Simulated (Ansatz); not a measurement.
One crystal and one scan (energy against volume) at two levels, PBE (plane waves to 420 eV, PAW, scalar-relativistic; Ansatz, a program for electronic structure) and r2SCAN (plane waves to 500 eV, PAW, scalar-relativistic; Ansatz), each from its own relaxed cell and on its own mesh.

The crystal is Ge2Sb2Te5 (Ge2Sb2Te5-Kooi type, space group P-3m1); the cell is scaled evenly about its relaxed volume V₀.

The energy includes the smearing's −TS. Ge2Sb2Te5 was relaxed with its symmetry unable to fall. Spin-orbit coupling is left out, though Sb and Te are heavy. With the shape held, the modulus is that of even scaling; a crystal free to change shape is softer. Both scans cover V/V₀ from 0.840 to 1.160.

```
quantity                                                                     run 1  run 2
---------------------------------------------------------------------------  -----  -----
Lattice constant a (Å)                                                       4.266  4.293
Relaxed volume (Å³/atom)                                                     30.86  31.28
Pressure at the smallest volume (GPa)                                          9.2    8.6
Energy cost of the largest compression (meV/atom)                              118    107
Energy cost of the largest expansion (meV/atom)                                 47     40
Bulk modulus at fixed cell shape B₀ (third-order Birch-Murnaghan fit) (GPa)   29.3   25.4
Pressure derivative B₀′ (fit)                                                  7.2    8.0
Pressure for 5 % compression (fit) (GPa)                                       1.8    1.6
```

### Question
Which run is which level?

### Answer
Run 2 is PBE, run 1 is r2SCAN. PBE gives the higher value for: lattice constant a; relaxed volume; pressure derivative B₀′. PBE gives the lower value for: pressure at the smallest volume; energy cost of the largest compression; energy cost of the largest expansion; bulk modulus at fixed cell shape B₀. Neither level is exact: the differences show how much the result hangs on the functional.

(A scan under strain: stresses follow from slopes of the energy per volume, elastic moduli from its curvatures.)
